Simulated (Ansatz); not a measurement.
Question: WC in space group P-6m2 (No. 187; W on 1a, C on 1f) is relaxed with plane-wave PAW r²SCAN (Ansatz code). What lattice parameters of the conventional cell result?

Answer: a = 2.912 Å, c = 2.837 Å.

Question: Is it a metal or does it have a gap at this level?

Answer: No gap at this level.

The r²SCAN relaxation kept the symmetry of its start. The run is not spin-polarised. Spin–orbit coupling is left out wherever it is not named.

Potentials: the earlier of the program's two PAW sets. The files were generated under PBE; for other functionals the program regenerates the frozen cores, and for LDA and PBEsol the local potential too.
